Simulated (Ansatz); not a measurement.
Rh (fcc, Cu type)

```
CELL_PARAMETERS angstrom
      0.00000     3.83006     3.83006
      1.91503     0.00000     1.91503
      1.91503     1.91503     0.00000
ATOMIC_POSITIONS crystal
  Rh 0.00000 0.00000 0.00000
  Rh 0.50000 0.00000 0.00000
```

The atoms are displaced by Q × the pattern below (from a DFPT mode at L = (0.5, 0.0, 0.0), largest move 1; Q in Å), at fixed cell. It is one choice among 2 degenerate patterns. (q is in reciprocal vectors of the primitive cell; the cell shown is doubled to hold the pattern.)

```json
[
 {"atom": "Rh1", "x": "-0.285", "y": "0.520", "z": "-0.805"},
 {"atom": "Rh2", "x": "0.285", "y": "-0.520", "z": "0.805"}
]
```

All values below come from PBE (plane waves to 420 eV, PAW, scalar-relativistic; Ansatz, a first-principles code). k mesh 21×21×21 (Γ-centred), Fermi-Dirac smearing 0.05 eV. Energies are smeared free energies. With partly filled bands, energies and forces of such displacements shift with the k mesh and the smearing. Rh is run without spin polarisation. Rh was relaxed with its symmetry unable to fall. The zero of ΔE is the undisplaced structure. The last digit holds for this mesh only.

```json
[
 {"Q (Å)": "-0.1000", "ΔE (meV/cell)": "67.4"},
 {"Q (Å)": "-0.0833", "ΔE (meV/cell)": "47.1"},
 {"Q (Å)": "-0.0667", "ΔE (meV/cell)": "withheld"},
 {"Q (Å)": "-0.0500", "ΔE (meV/cell)": "17.1"},
 {"Q (Å)": "-0.0333", "ΔE (meV/cell)": "7.6"},
 {"Q (Å)": "-0.0167", "ΔE (meV/cell)": "1.9"},
 {"Q (Å)": "0.0000", "ΔE (meV/cell)": "0.0"},
 {"Q (Å)": "0.0167", "ΔE (meV/cell)": "1.9"},
 {"Q (Å)": "0.0333", "ΔE (meV/cell)": "7.6"},
 {"Q (Å)": "0.0500", "ΔE (meV/cell)": "17.1"},
 {"Q (Å)": "0.0667", "ΔE (meV/cell)": "withheld"},
 {"Q (Å)": "0.0833", "ΔE (meV/cell)": "47.1"},
 {"Q (Å)": "0.1000", "ΔE (meV/cell)": "67.4"}
]
```

Fit an even polynomial form (powers 2, 4) to the given rows and predict ΔE at Q = 0.0667.

Least squares on the 11 given rows: ΔE = (6882)·Q² + (-14130)·Q⁴, in meV/cell with Q in Å; root-mean-square residual 0.02 meV/cell. At 0.0667 the fit gives 30.3 meV/cell; the calculation gives 30.2 meV/cell, so the interpolation is off by 0.1 (+0.3 %). The quadratic term alone would give 30.6 meV/cell.

(A displaced cell: forces are minus the slopes of the energy, force constants its curvatures, and phonons follow from these.)
